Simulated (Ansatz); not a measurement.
SnMo$_{2}$C:
```
CELL_PARAMETERS angstrom
      3.18474     0.00000     0.00000
     -1.59237     2.75807     0.00000
      0.00000     0.00000    13.40996
ATOMIC_POSITIONS crystal
  Sn 0.33333 0.66667 0.75000
  Sn 0.66667 0.33333 0.25000
  Mo 0.33333 0.66667 0.08084
  Mo 0.66667 0.33333 0.58084
  Mo 0.66667 0.33333 0.91916
  Mo 0.33333 0.66667 0.41916
  C  0.00000 0.00000 0.00000
  C  0.00000 0.00000 0.50000
```

Relaxed with r²SCAN.

### Question
Give the Bader charges and basin volumes of the independent atoms, DFT-r²SCAN in the program Ansatz with PAW potentials.

### Answer


```json
[
 {"atom": "Sn1", "Bader charge (e)": "-0.25", "Bader volume (Å³)": "21.2"},
 {"atom": "Mo3", "Bader charge (e)": "+0.87", "Bader volume (Å³)": "14.0"},
 {"atom": "C7", "Bader charge (e)": "-1.49", "Bader volume (Å³)": "9.7"}
]
```

Space group P6_3/mmc. The start of the workflow was typed in or built on a structure type; neither database checked (COD, Materials Project) lists it. Its standing as an ambient phase is unchecked. The cell was relaxed with r²SCAN under the symmetry of its start; whether a distortion lowers the energy is not shown. No spin polarisation was allowed. Scalar-relativistic: spin–orbit coupling is off unless named, which matters more the heavier the elements.

Potentials: the earlier of the program's two PAW sets.
